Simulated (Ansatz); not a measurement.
Two-dimensional strain map in CoW3

Theory: Ansatz 0.2.0, DFT PBE, scalar-relativistic, plane waves, PAW. The runs took a 420 eV cutoff, a Γ-centred 12×12×12 mesh and Gaussian smearing (0.15 eV). Spin–orbit coupling is left out, which matters for the heavy elements here. No spin polarisation. A magnetic state may lie lower. Energies are free energies at this smearing, counted from the undisturbed cell; pressure is positive in compression.

The starting cell (relaxed at this level; it needn't be the usual structure):

```
CELL_PARAMETERS angstrom
3.89921 0.00000 0.00000
0.00000 3.89921 0.00000
0.00000 0.00000 3.89921
ATOMIC_POSITIONS crystal
Co 0.00000 0.00000 0.00000
W 0.00000 0.50000 0.50000
W 0.50000 0.00000 0.50000
W 0.50000 0.50000 0.00000
```

The cell is strained by p along both x and y and by q along z, fractional coordinates fixed. Points are written (p, q).

Energy above the undisturbed cell in meV/atom (a dash: not computed):

```csv
p \ q,-0.050,-0.025,0.000,0.025,0.050
-0.050,339.3,231.2,150.1,92.8,?
-0.025,144.1,–,34.9,–,?
0.000,37.2,–,0.0,–,32.1
0.050,?,–,114.7,–,246.8
```

**Question.** Fill in the withheld energies.

**Answer.** (-0.050, 0.050): 56.1; (-0.025, 0.050): 7.7; (0.050, -0.050): 27.6.

Cost: 14 runs of about 7.5 core-minutes in all, on Intel Xeon Processor @ 2.50GHz (Skylake/Cascade Lake) (shared hosts).